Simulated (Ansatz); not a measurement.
Relaxation of a generated cell, TiC placed in the NbAs structure type; 4 atoms in the cell, which starts as I4₁md (No. 109), tI8; a = b = 2.7158 Å, c = 9.1944 Å, α = β = γ = 90.00°. All values below come from PBEsol (plane waves to 420 eV, PAW, scalar-relativistic; Ansatz, a quantum-chemistry and plane-wave program). Γ-centred k-mesh 12×12×12 on the run's cell (coarser than for final values), Fermi–Dirac smearing 0.05 eV. This is the first round of the run. 

The optimiser's lines from the output (shortened; P is positive under compression):

```
relax step   1: F+E_penalty+E_count = -5440.22940794 eV  Δ(F+E_penalty+E_count) = +0.000e0 eV  max|allowed force component| = 3.428e-1 eV/Å  Δτ_max = 0.0000 Å  P = +69.054 GPa  Ω = 33.907 Å³  (8 SCF iters, dr2 threshold 1.00e-7 eV, accepted)
relax step   2: F+E_penalty+E_count = -5441.29991217 eV  Δ(F+E_penalty+E_count) = -1.071e0 eV  max|allowed force component| = 3.500e-2 eV/Å  Δτ_max = 0.0037 Å  P = +33.426 GPa  Ω = 36.979 Å³  (6 SCF iters, dr2 threshold 4.00e-7 eV, accepted)
relax step   3: F+E_penalty+E_count = -5441.75374718 eV  Δ(F+E_penalty+E_count) = -4.538e-1 eV  max|allowed force component| = 1.491e-1 eV/Å  Δτ_max = 0.0087 Å  P = +11.274 GPa  Ω = 39.655 Å³  (6 SCF iters, dr2 threshold 4.00e-7 eV, accepted)
relax step   4: F+E_penalty+E_count = -5441.87910423 eV  Δ(F+E_penalty+E_count) = -1.254e-1 eV  max|allowed force component| = 1.983e-1 eV/Å  Δτ_max = 0.0304 Å  P = +1.579 GPa  Ω = 41.083 Å³  (6 SCF iters, dr2 threshold 4.00e-7 eV, accepted)
relax step   5: F+E_penalty+E_count = -5441.88696025 eV  Δ(F+E_penalty+E_count) = -7.856e-3 eV  max|allowed force component| = 4.323e-2 eV/Å  Δτ_max = 0.0130 Å  P = +0.274 GPa  Ω = 41.295 Å³  (6 SCF iters, dr2 threshold 4.00e-7 eV, accepted)
relax step   6: F+E_penalty+E_count = -5441.88725316 eV  Δ(F+E_penalty+E_count) = -2.929e-4 eV  max|allowed force component| = 4.197e-3 eV/Å  Δτ_max = 0.0027 Å  P = +0.002 GPa  Ω = 41.346 Å³  (6 SCF iters, dr2 threshold 4.00e-7 eV, accepted)
relax step   7: F+E_penalty+E_count = -5441.88725619 eV  Δ(F+E_penalty+E_count) = -3.035e-6 eV  max|allowed force component| = 7.766e-4 eV/Å  Δτ_max = 0.0004 Å  P = -0.006 GPa  Ω = 41.348 Å³  (6 SCF iters, dr2 threshold 5.81e-9 eV, accepted)
relax step   8: F+E_penalty+E_count = -5441.92211962 eV  Δ(F+E_penalty+E_count) = -3.486e-2 eV  max|allowed force component| = 2.589e-3 eV/Å  Δτ_max = 0.0000 Å  P = +0.938 GPa  Ω = 41.348 Å³  stress off target by 1.95e0 GPa  SCF on the basis re-selected at this cell (its energy is not comparable with the rows above)  (7 SCF iters)
relax step   9: F+E_penalty+E_count = -5441.92261966 eV  Δ(F+E_penalty+E_count) = -5.000e-4 eV  max|allowed force component| = 1.026e-2 eV/Å  Δτ_max = 0.0013 Å  P = -0.581 GPa  Ω = 41.609 Å³  (6 SCF iters, dr2 threshold 4.00e-7 eV, accepted)
relax step  10: F+E_penalty+E_count = -5441.92296414 eV  Δ(F+E_penalty+E_count) = -3.445e-4 eV  max|allowed force component| = 3.765e-4 eV/Å  Δτ_max = 0.0004 Å  P = +0.001 GPa  Ω = 41.507 Å³  (6 SCF iters, dr2 threshold 4.00e-7 eV, accepted)
relax step  11: F+E_penalty+E_count = -5441.92318327 eV  Δ(F+E_penalty+E_count) = -2.191e-4 eV  max|allowed force component| = 3.807e-4 eV/Å  Δτ_max = 0.0000 Å  P = +0.001 GPa  Ω = 41.507 Å³  stress off target by 1.64e-3 GPa  SCF on the basis re-selected at this cell (its energy is not comparable with the rows above)  (8 SCF iters)
```

From the first to the last row the energy changes by -0.42 eV/atom and the volume by +22.4 %. The last row is marked as not comparable with the walk above it, whose basis was carried along; it does compare with step 1, since both stand on a basis selected at the nominal cutoff for their own cell.

Energy and pressure jump between steps 7 and 8 at one geometry, where the plane-wave basis was selected anew. While the cell walks, the set of plane waves is carried along, so its effective cutoff drifts with the strain; re-selecting it at 420 eV moved the energy by -0.009 eV/atom and the pressure by 0.9 GPa. Only step 1 and rows on a re-selected basis compare with each other.

Later rounds, restarted from the end of this one on a renewed k-mesh, logged 8 more steps and released under 0.01 eV/atom more. The final structure after all rounds: I4₁md (No. 109), tI8; a = 2.7945 Å, b = 2.7945 Å, c = 10.6303 Å, α = 90.00°, β = 90.00°, γ = 90.00°. Between re-selections the logged energies stand on a plane-wave basis carried along with the cell. No spin polarisation in the result.

The run could not lose the symmetry of its start: the end is stationary, and may be a saddle point rather than a minimum.

The relaxed structure here is a generated cell of TiC: the first start was made by placing the elements on the sites of a structure type, and the end was not matched to a known phase here, so it may be hypothetical. Known forms of TiC include space group No. 225.
